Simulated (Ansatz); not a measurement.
Te$_{2}$Mo in space group P2_1/m (No. 11; Pearson symbol mP12), DFT-LDA in the program Ansatz with PAW potentials, all energies at zero smearing, with the estimated change up to a 700 eV cutoff added, with one set of potentials and settings (totals compare only within such a set). Cell of 12 atoms (8 Te, 4 Mo): -73992.305 eV.

```csv
element,reference phase,E (eV/atom)
Te,"P3_121, 3 atoms in the cell",-6827.2001
Mo,"Im-3m, 1 atoms in the cell",-4842.8590
```

Formation energy per atom, worked out: (-73992.305 − 8×(-6827.2001) − 4×(-4842.8590))/12 = -0.272 eV/atom (-26 kJ per mol of atoms), at 0 K, without zero-point energy or fitted corrections.

The workflow started from an entry of the Crystallography Open Database (COD), which files this formula under 2 space groups. It is not the phase usual at ambient conditions (space group No. 194). The LDA relaxation kept the symmetry of its start; whether a distortion lowers the energy is not shown. The run is not spin-polarised. A crystal of weakly bound layers computed without a dispersion correction: the cell and the soft elastic constants depend strongly on that. The references are the lowest solids computed at this level, not always the standard phases. Spin–orbit coupling is left out wherever it is not named.

Potentials: the later of the program's two PAW sets.
